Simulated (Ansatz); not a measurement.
AlN (rock salt, Fm-3m), DFT-LDA in the program Ansatz with PAW potentials. The conduction-band minimum lies at X, with 3 equivalent valleys. Second derivatives d²E/dk² of the lowest band at one valley (eV·Å²), along Cartesian directions:

```json
[
 {"direction": "[100]", "d²E/dk²": "12.95"},
 {"direction": "[010]", "d²E/dk²": "22.35"},
 {"direction": "[001]", "d²E/dk²": "22.35"},
 {"direction": "[110]", "d²E/dk²": "17.64"},
 {"direction": "[101]", "d²E/dk²": "17.64"},
 {"direction": "[011]", "d²E/dk²": "22.27"}
]
```

Find the principal effective masses, the density-of-states mass and the conductivity mass.

Off-diagonal terms follow from H_xy = H[110] − (H_xx + H_yy)/2, and m*/mₑ = 7.620 eV·Å² over each eigenvalue: 0.34, 0.34, 0.59. One valley's DOS mass (m₁m₂m₃)^(1/3) = 0.41, conductivity mass 3/(Σ 1/mᵢ) = 0.40 mₑ.

What effective density of states Nc follows at 300 K for parabolic valleys?

Nc = 2.509e19 × 3 × (0.41)^(3/2) ≈ 2.0e19 cm⁻³.

With the computed static dielectric constant 17.7 (mean of the diagonal), estimate a hydrogenic donor's binding energy and radius.

E = 13.606 eV × 0.40/17.7² ≈ 17 meV; a = 0.529 Å × ε/m* ≈ 23 Å. Semilocal masses tend to be too small where the gap is.

With ε∞ = 5.04 and ω_LO = 895 cm⁻¹, what Fröhlich coupling constant follows?

α = (1/ε∞ − 1/ε0) √(m* × 13.606 eV/ħω_LO) = 0.99.

This is a known high-pressure phase of the composition, computed here at zero pressure and temperature. Symmetry was held in the LDA relaxation; phonons on a q-mesh show no instability.

Potentials: the later of the program's two PAW sets.
